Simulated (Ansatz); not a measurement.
Ti$_{3}$AlC$_{2}$ (space group P6_3/mmc)

```yaml
crystal:
  lattice:
    - [3.05074, 0.00000, 0.00000]
    - [-1.52537, 2.64202, 0.00000]
    - [0.00000, 0.00000, 18.50010]
  atoms:
    - { symbol: Ti, position: [0.66667, 0.33333, 0.37313] }
    - { symbol: Ti, position: [0.33333, 0.66667, 0.62687] }
    - { symbol: Ti, position: [0.33333, 0.66667, 0.87313] }
    - { symbol: Ti, position: [0.66667, 0.33333, 0.12687] }
    - { symbol: Ti, position: [0.00000, 0.00000, 0.50000] }
    - { symbol: Ti, position: [0.00000, 0.00000, 0.00000] }
    - { symbol: Al, position: [0.00000, 0.00000, 0.75000] }
    - { symbol: Al, position: [0.00000, 0.00000, 0.25000] }
    - { symbol: C, position: [0.33333, 0.66667, 0.43082] }
    - { symbol: C, position: [0.66667, 0.33333, 0.56918] }
    - { symbol: C, position: [0.66667, 0.33333, 0.93082] }
    - { symbol: C, position: [0.33333, 0.66667, 0.06918] }
```

The volume is varied about the relaxed value V₀ at fixed cell shape. The atoms relax within the cell's symmetry.

Method: PBEsol (plane waves to 420 eV, PAW, scalar-relativistic; Ansatz, a quantum-chemistry and plane-wave program). k mesh 14×14×2 (Γ-centred), Fermi-Dirac smearing 0.05 eV. E stands for the smeared free energy. With the shape held, the modulus is that of even scaling; a crystal free to change shape is softer. Ti3AlC2 is run without spin polarisation. Ti3AlC2 was relaxed with its symmetry unable to fall. The zero of ΔE is the relaxed starting cell. The last digit holds for this mesh only.

```json
[
 {"V (Å³/atom)": "11.183", "ΔE (meV/atom)": "78.3"},
 {"V (Å³/atom)": "11.494", "ΔE (meV/atom)": "42.0"},
 {"V (Å³/atom)": "11.805", "ΔE (meV/atom)": "17.8"},
 {"V (Å³/atom)": "12.115", "ΔE (meV/atom)": "4.3"},
 {"V (Å³/atom)": "12.426", "ΔE (meV/atom)": "0.0"},
 {"V (Å³/atom)": "12.737", "ΔE (meV/atom)": "3.9"},
 {"V (Å³/atom)": "13.047", "ΔE (meV/atom)": "14.9"},
 {"V (Å³/atom)": "13.358", "ΔE (meV/atom)": "32.2"},
 {"V (Å³/atom)": "13.669", "ΔE (meV/atom)": "54.9"}
]
```

Problem. What is the fitted pressure derivative B₀′?

Solution. 4.3.

Problem. What bulk modulus at fixed cell shape B₀ follows from a third-order Birch-Murnaghan fit?

Solution. 168 GPa. Check by three points about V = 12.426 Å³/atom, step 0.621: d²E/dV² ≈ (18 − 2·0 + 15) meV / 0.621² = 0.0855 eV/Å⁶, and V·d²E/dV² × 160.2 = 170 GPa.

(A scan under strain: stresses follow from slopes of the energy per volume, elastic moduli from its curvatures.)
